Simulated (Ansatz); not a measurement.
BiRh: stiffness from a series of strains

```yaml
crystal:
  lattice:
    - [4.09400, 0.00000, 0.00000]
    - [-2.04700, 3.54551, 0.00000]
    - [0.00000, 0.00000, 5.66300]
  atoms:
    - { symbol: Bi, position: [0.33333, 0.66667, 0.25000] }
    - { symbol: Bi, position: [0.66667, 0.33333, 0.75000] }
    - { symbol: Rh, position: [0.00000, 0.00000, 0.00000] }
    - { symbol: Rh, position: [0.00000, 0.00000, 0.50000] }
```

Atoms are numbered in the order listed.

The cell comes from COD entry 9008914, which wasn't checked; take it as a given geometry.

Spin–orbit coupling is left out, though it moves levels of the heavy atoms by tenths of an eV or more.

All numbers below come from DFT, LDA, all-electron LAPW, scalar-relativistic in Ansatz 0.2.0.

Settings: a Γ-centred 12×12×7 k mesh, Fermi–Dirac smearing of 0.03 eV, basis error target 1 meV/atom, no spin polarisation.

The strain is applied along the Cartesian axes of the cell as listed (the other components stay zero). Fractional coordinates are held (clamped ions).

σ is the change of stress from the unstrained cell, which is at -2.70 GPa; tension is positive, so slopes are stress–strain coefficients at that pressure. In a metal the k mesh adds noise.

Only quantities that a quadratic follows smoothly over the whole series are listed; rougher ones are left out.

| εzz | σzz (GPa) | σxx (GPa) |
| --- | --- | --- |
| -0.0200 | -4.67 | -1.97 |
| 0.0000 | 0.00 | 0.00 |
| 0.0100 | 2.05 | 0.90 |
| 0.0200 | 3.92 | 1.75 |

(1) Fit the series and read off the stiffness at zero strain.

(2) One run, at εzz = -0.0100, is withheld. Predict its row.

Answers

(1) Least-squares fits y = p0 + p1 x + p2 x² to the rows give σzz (GPa): p1 = 215, p2 = -930; σxx (GPa): p1 = 93, p2 = -270. So C33 = 215 GPa and C13 = 93 GPa, for these axes.

(2) The fits give -2.24, -0.96; the run gave -2.24, -0.95.
